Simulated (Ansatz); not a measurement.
# Calculated field gradients at the nuclei for WS2 under strain

The cell is a structure deposited in the COD, relaxed with PBE at fixed cell and then changed (z stretched by 1 %, ions relaxed).

```cif
data_structure
_symmetry_space_group_name_H-M 'P 1'
_symmetry_Int_Tables_number 1
_cell_length_a 3.1532
_cell_length_b 3.1532
_cell_length_c 12.4462
_cell_angle_alpha 90.000
_cell_angle_beta 90.000
_cell_angle_gamma 120.000
_cell_volume 107.17
loop_
_atom_site_label
_atom_site_type_symbol
_atom_site_fract_x
_atom_site_fract_y
_atom_site_fract_z
_atom_site_occupancy
W1 W 0.33333 0.66667 0.25000 1
W2 W 0.66667 0.33333 0.75000 1
S3 S 0.33333 0.66667 0.62324 1
S4 S 0.66667 0.33333 0.12324 1
S5 S 0.33333 0.66667 0.87676 1
S6 S 0.66667 0.33333 0.37676 1
```

Sites (sets of like atoms) are named by element and the number of their first atom in this list.

Level of theory: DFT, PBE, plane waves and PAW, scalar-relativistic, collinear spin, 420 eV cutoff, Γ-centred 16×16×4 k-points, Fermi–Dirac smearing 0.02 eV (Ansatz 0.2.0). Start moments as typed (μB): 2 on each W, none on the rest.

V_zz is the principal component of the electric field gradient with the largest magnitude, η = (V_xx − V_yy)/V_zz and C_Q = eQV_zz/h. ν_Q = 3|C_Q|/[2I(2I − 1)].

S-33: I = 3/2, Q = -69.40 mb. Nuclear quadrupole moments: year-2017 set (Pyykkö).

(1) Give the quadrupolar parameters of the distinct sites.

Answers

(1) 

```csv
site,atoms (order as listed),first shell,C_Q (MHz),η,ν_Q (MHz)
S,"3, 4, 5, 6",3 W at 2.41 Å; also 7 S at 3.15–3.16 Å,7.22,0.00,3.61
```

An axis of threefold or higher order runs through S, so V_zz lies along it and η is zero.

W has no stable isotope with a ground-state quadrupole moment in the table, so these sites are left out.

Without spin–orbit coupling the gradients at and beside W can be off by some per cent, at some sites by more. The start moments die out, and the run ends without spin.

The relaxation (4 steps) took 1.9 min of wall time (1.8 min of CPU time) and 0.86 GiB at its peak, on 1 thread of Intel Xeon Platinum 8488C (Sapphire Rapids) (x86_64; 16 cores open to the job, memory cap 3.0 GiB, no GPU), a shared host with a load of 0.6 a core.
